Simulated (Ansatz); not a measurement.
The relaxed structure here is a generated cell of LiTaO3: the first start was made by placing the elements on the sites of a structure type, and the end was not matched to a known phase here, so it may be hypothetical. Known forms of LiTaO3 include space group No. 161.

The end point of a relaxation of LiTaO3. Space group P6₃/mmc (No. 194). Method: PBEsol (plane waves to 420 eV, PAW, scalar-relativistic; Ansatz, an electronic-structure program).

```cif
data_Li2O6Ta2
_chemical_formula_sum 'Li2 Ta2 O6'
_space_group_name_H-M_alt 'P63/mmc'
_space_group_IT_number 194
_space_group_name_Hall '-P 6c 2c'
_cell_length_a 5.47239
_cell_length_b 5.47239
_cell_length_c 5.37137
_cell_angle_alpha 90.000
_cell_angle_beta 90.000
_cell_angle_gamma 120.000
loop_
_atom_site_label
_atom_site_type_symbol
_atom_site_symmetry_multiplicity
_atom_site_Wyckoff_symbol
_atom_site_fract_x
_atom_site_fract_y
_atom_site_fract_z
_atom_site_occupancy
Li1 Li 2 d 0.66667 0.33333 0.25000 1
Ta1 Ta 2 a 0.00000 0.00000 0.00000 1
O1 O 6 h 0.15617 0.31235 0.25000 1
```

| Quantity | Result |
|---|---|
| Volume per atom | 13.93 Å³ |
| Band gap | 1.88 eV, direct at Γ (no spin-orbit coupling) |
| Shortest distances | O–Ta 2.00 Å; O–O 2.56 Å; Ta–Ta 2.69 Å; Li–O 2.74 Å |
| k-mesh | 7×7×6 |

Band energies at high-symmetry points (eV from the VBM; labels of this space group; no spin-orbit coupling), from −5 eV up to 6.6 eV:

```json
[
 {"point": "Γ", "energies": "-4.82 -4.82 -4.69 -4.02 -4.02 -2.39 -2.38 -2.38 -1.73 -1.73 -1.67 -1.67 -1.05 -0.48 -0.30 -0.30 0.00 1.88 3.11 3.11 4.44 4.76 4.76"},
 {"point": "M", "energies": "-4.66 -4.41 -4.32 -4.07 -3.97 -2.55 -2.42 -2.20 -1.97 -1.93 -1.89 -1.81 -1.29 -1.27 -0.89 -0.38 -0.31 2.22 3.05 3.22 4.76 5.09 6.19 6.35"},
 {"point": "K", "energies": "-4.58 -4.58 -4.35 -4.04 -4.04 -2.50 -2.50 -2.03 -2.03 -1.96 -1.96 -1.49 -1.20 -1.10 -1.10 -0.87 -0.45 2.27 3.14 3.14 4.99 4.99 6.58 6.58"},
 {"point": "A", "energies": "-4.08 -4.08 -3.79 -3.79 -3.79 -3.79 -3.43 -3.43 -3.43 -3.43 -3.19 -3.19 -0.28 -0.28 -0.28 -0.28 -0.25 -0.25 3.95 3.95 4.13 4.13 4.13 4.13 5.84 5.84"},
 {"point": "L", "energies": "-3.99 -3.99 -3.87 -3.87 -3.52 -3.52 -3.27 -3.27 -3.25 -3.25 -2.86 -2.86 -1.10 -1.10 -0.96 -0.96 -0.28 -0.28 3.94 3.94 4.23 4.23 4.28 4.28 6.33 6.33"},
 {"point": "H", "energies": "-3.92 -3.92 -3.90 -3.90 -3.34 -3.34 -3.34 -3.34 -3.32 -3.32 -2.86 -2.86 -0.97 -0.97 -0.85 -0.85 -0.69 -0.69 4.07 4.07 4.14 4.14 4.26 4.26"}
]
```

No spin polarisation in the result.

The run could not lose the symmetry of its start: the end is stationary, and may be a saddle point rather than a minimum.
